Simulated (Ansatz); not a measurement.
YGe in space group P-6m2 (No. 187; Y on 1a, Ge on 1f), plane-wave PAW r²SCAN (Ansatz code), all energies at zero smearing, with the estimated change up to a 700 eV cutoff added, with one set of potentials and settings (totals compare only within such a set). Cell of 2 atoms (1 Y, 1 Ge): -8163.697 eV.

```csv
element,reference phase,E (eV/atom)
Y,"P6_3/mmc, 2 atoms in the cell",-3859.7073
Ge,"Fd-3m, 2 atoms in the cell",-4302.9041
```

Formation energy per atom, worked out: (-8163.697 − 1×(-3859.7073) − 1×(-4302.9041))/2 = -0.543 eV/atom (-52 kJ per mol of atoms), at 0 K, without zero-point energy or fitted corrections.

The cell is a constructed one: a structure type filled with these elements; neither database checked (COD, Materials Project) lists it. Its standing as an ambient phase is unchecked. The r²SCAN relaxation kept the symmetry of its start; whether a distortion lowers the energy is not shown. The run is not spin-polarised. The references are the lowest solids computed at this level, not always the standard phases.

Potentials: the later of the program's two PAW sets.
